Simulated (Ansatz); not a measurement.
Be:
```yaml
crystal:
  lattice:
    - [-1.24633, 1.24633, 1.24633]
    - [1.24633, -1.24633, 1.24633]
    - [1.24633, 1.24633, -1.24633]
  atoms:
    - { symbol: Be, position: [0.00000, 0.00000, 0.00000] }
```

Relaxed with PBEsol. Special points in fractions of this cell's reciprocal vectors: Γ (0.000, 0.000, 0.000); H (0.500, -0.500, 0.500); N (0.000, 0.000, 0.500); P (0.250, 0.250, 0.250).

Task: List the band energies nearest the Fermi level at these points for plane-wave PAW PBEsol (Ansatz code).

Result: In eV from the Fermi level; about four levels below and three above (degenerate sets whole), none deeper than 8.9 eV; … stands for higher levels left out; points with the same levels are listed once.

```csv
k,below,above
Γ,–,…
N,-5.32,…
```

Space group Im-3m (bcc (W type)). The workflow started from a Materials Project entry (that database holds measured and hypothetical structures alike); the Crystallography Open Database copy checked does not list it. It is not the phase usual at ambient conditions (space group No. 194). Symmetry was held in the PBEsol relaxation; its stability against distortions is not shown here.

Potentials: the later of the program's two PAW sets.
